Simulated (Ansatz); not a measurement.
HfGeS:
Space group P4/nmm, origin choice 1 (No. 129); a = b = 3.621 Å, c = 7.947 Å, α = β = γ = 90.00°

| atom | site | symmetry | x | y | z |
|---|---|---|---|---|---|
| Ge | 2a | -4m2 | 0.0000 | 0.0000 | 0.0000 |
| Hf | 2c | 4mm | 0.0000 | 0.5000 | 0.2736 |
| S | 2c | 4mm | 0.5000 | 0.0000 | 0.3800 |

Relaxed at zero pressure with r²SCAN (plane waves, PAW; program Ansatz).

Question: The volume is raised by 6 % and shape and atoms relax at that volume. What pressure results, and how do the axes share the change?

Answer: -6.8 GPa; a 2.0 %, b 2.0 %, c 1.9 %; the energy rises by 23 meV/atom.

Question: Give the new structure.

Answer: 
Space group P4/nmm, origin choice 1 (No. 129); a = 3.694 Å, b = 3.694 Å, c = 8.095 Å, α = 90.00°, β = 90.00°, γ = 90.00°

```json
[
 {"atom": "Ge", "site": "2a", "symmetry": "-4m2", "x": "0.0000", "y": "0.0000", "z": "0.0000"},
 {"atom": "Hf", "site": "2c", "symmetry": "4mm", "x": "0.0000", "y": "0.5000", "z": "0.2721"},
 {"atom": "S", "site": "2c", "symmetry": "4mm", "x": "0.5000", "y": "0.0000", "z": "0.3793"}
]
```

The phase is kept; no other phase was compared at this pressure.

The workflow started from an entry of the Crystallography Open Database (COD). Its standing as an ambient phase is unchecked. The cell was relaxed with r²SCAN under the symmetry of its start; its stability against distortions is not shown here. The run is not spin-polarised. Spin–orbit coupling is left out wherever it is not named.

Potentials: the later of the program's two PAW sets.
